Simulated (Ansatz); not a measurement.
YMnO3:
```
YMnO3
1.0
    5.81976     0.00000     0.00000
    0.00000     7.37305     0.00000
    0.00000     0.00000     5.26799
Y Mn O
4 4 12
Cartesian
  2.42468   1.84326   5.17351
  5.33456   1.84326   2.72847
  3.39507   5.52979   0.09448
  0.48519   5.52979   2.53952
  0.00000   0.00000   0.00000
  2.90988   3.68653   2.63400
  0.00000   3.68653   0.00000
  2.90988   0.00000   2.63400
  0.22164   1.84326   0.59473
  3.13152   1.84326   2.03927
  5.59812   5.52979   4.67326
  2.68824   5.52979   3.22872
  1.89724   4.08312   1.06446
  4.80712   6.97646   1.56954
  3.92251   0.39659   4.20353
  1.01263   3.28994   3.69846
  3.92251   3.28994   4.20353
  1.01263   0.39659   3.69846
  1.89724   6.97646   1.06446
  4.80712   4.08312   1.56954
```
Starting moments (μB, in the order of the atoms Y Y Y Y Mn Mn Mn Mn O O O O O O O O O O O O): 0.0 0.0 0.0 0.0 3.7 3.7 3.7 3.7 0.1 0.1 0.1 0.1 0.1 0.1 0.1 0.1 0.1 0.1 0.1 0.1.

This is the r²SCAN-relaxed structure. x, y and z are the axes in which the lattice vectors are written.

**Question.** All from r²SCAN in the plane-wave PAW code Ansatz, unless another level is named. Estimate the Poisson's ratio.

**Answer.** 0.30.

**Question.** Predict the elastic constants (relaxed ions, GPa).

**Answer.** C11 = 224, C22 = 304, C33 = 274, C12 = 154, C13 = 108, C23 = 129, C44 = 83.5, C55 = 80.5, C66 = 101.

Space group Pnma. A made-up cell: these elements were put on the sites of a structure type; the Crystallography Open Database copy checked does not list it. COD files the formula under space group No. 185, 194, so this cell is another polymorph or a model. Whether it is the stable phase at ambient conditions was not checked. The r²SCAN relaxation kept the symmetry of its start; whether a distortion lowers the energy is not shown. Magnetic state: ferromagnetic, chosen from 2 collinear starts compared on coarse meshes (ties went to the first, and starts can fall back to one state), not a proven ground state. The program gave a warning on the electronic state, which may not be the lowest. No Hubbard U is applied.

Potentials: the later of the program's two PAW sets.
